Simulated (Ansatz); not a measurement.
This cell of LiF (rock salt) is off equilibrium:

```yaml
crystal:
  lattice:
    - [0.00000, 2.05950, 2.05950]
    - [2.05950, 0.00000, 2.05950]
    - [2.05950, 2.05950, 0.00000]
  atoms:
    - { symbol: F, position: [0.00000, 0.00000, 0.00000] }
    - { symbol: Li, position: [0.50000, 0.50000, 0.50000] }
```

Computed with r2SCAN (plane waves to 500 eV, PAW, scalar-relativistic; Ansatz, a program for electronic structure). k mesh 14×14×14 (Γ-centred), Fermi-Dirac smearing 0.05 eV. Energies are smeared free energies. Compression counts positive. LiF was relaxed with its symmetry unable to fall.

Problem. Give the stress tensor in GPa and the pressure.

Solution. 
```
   -6.0      0.0      0.0
    0.0     -6.0      0.0
    0.0      0.0     -6.0
```
The pressure, a third of the trace, is -6.0 GPa.

Problem. It is the relaxed cell scaled evenly to V/V₀ = 1.100, atoms relaxed where free. What is its energy relative to the relaxed cell?

Solution. 16.2 meV/atom.

(A scan under strain: stresses follow from slopes of the energy per volume, elastic moduli from its curvatures.)
